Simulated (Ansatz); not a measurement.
## Computed properties of AlP

AlP:
Space group P-6m2 (No. 187); a = 3.568 Å, b = 3.568 Å, c = 3.058 Å, α = 90.00°, β = 90.00°, γ = 120.00°

| atom | site | symmetry | x | y | z |
|---|---|---|---|---|---|
| Al | 1a | -6m2 | 0.0000 | 0.0000 | 0.0000 |
| P | 1f | -6m2 | 0.6667 | 0.3333 | 0.5000 |

Space group P-6m2 (No. 187); conventional cell a = b = 3.5678 Å, c = 3.0576 Å, α = β = 90.00°, γ = 120.00°.

Method: the program Ansatz at the PBE level (PAW). Structure relaxed to zero pressure with the same functional. Other levels are named where they apply.

Cell and energy:

* **Volume per atom**: 16.85 Å³
* **Density**: 2.86 g/cm³
* **Formation energy from the elements (no fitted shifts)**: -14 kJ/mol-atom

Electronic structure:

- Electronic character: metallic (no gap)
- Density of states at the Fermi level: 0.32 states/eV per atom (mean over ±0.08 eV)

Mechanics:

* **Bulk modulus (Birch–Murnaghan fit)**: 88.6 GPa
* **Pressure derivative B′**: 4.3

A made-up cell: these elements were put on the sites of a structure type; neither database checked (COD, Materials Project) lists it. It is not the phase usual at ambient conditions (space group No. 216). The PBE relaxation kept the symmetry of its start; its stability against distortions is not shown here. The references are the lowest solids computed at this level, not always the standard phases.

Potentials: the later of the program's two PAW sets.
